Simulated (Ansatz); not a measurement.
Mg:
```
Mg
1.0
    3.07275     0.00000     0.00000
   -1.53638     2.66108     0.00000
    0.00000     0.00000     3.05716
Mg
1
Direct
  0.00000   0.00000   0.00000
```

Relaxed with PBEsol. Special points in fractions of this cell's reciprocal vectors: Γ (0.000, 0.000, 0.000); M (0.500, 0.000, 0.000); K (0.333, 0.333, 0.000); A (0.000, 0.000, 0.500); L (0.500, 0.000, 0.500); H (0.333, 0.333, 0.500).

Q: List the band energies nearest the Fermi level at these points for the program Ansatz at the PBEsol level (PAW).

A: In eV from the Fermi level; about four levels below and three above (degenerate sets whole), none deeper than 8.9 eV; … stands for higher levels left out; points with the same levels are listed once.

```json
[
 {"k": "Γ", "below": "-6.58", "above": "7.97 8.67 …"},
 {"k": "M", "below": "-1.56 -1.19", "above": "8.15 8.44 …"},
 {"k": "K", "below": "–", "above": "0.06 0.06 0.83"},
 {"k": "A", "below": "-2.94 -2.30", "above": "14.57 14.57 …"},
 {"k": "L", "below": "–", "above": "1.47 2.35 2.99"},
 {"k": "H", "below": "–", "above": "3.02 3.02 3.62"}
]
```

Space group P6/mmm (simple hexagonal). The first step of the workflow began from a Materials Project structure, measured or hypothetical; the Crystallography Open Database copy checked does not list it. It is not the phase usual at ambient conditions (space group No. 194). Symmetry was held in the PBEsol relaxation. At this level the phase is mechanically unstable.

Potentials: the later of the program's two PAW sets.
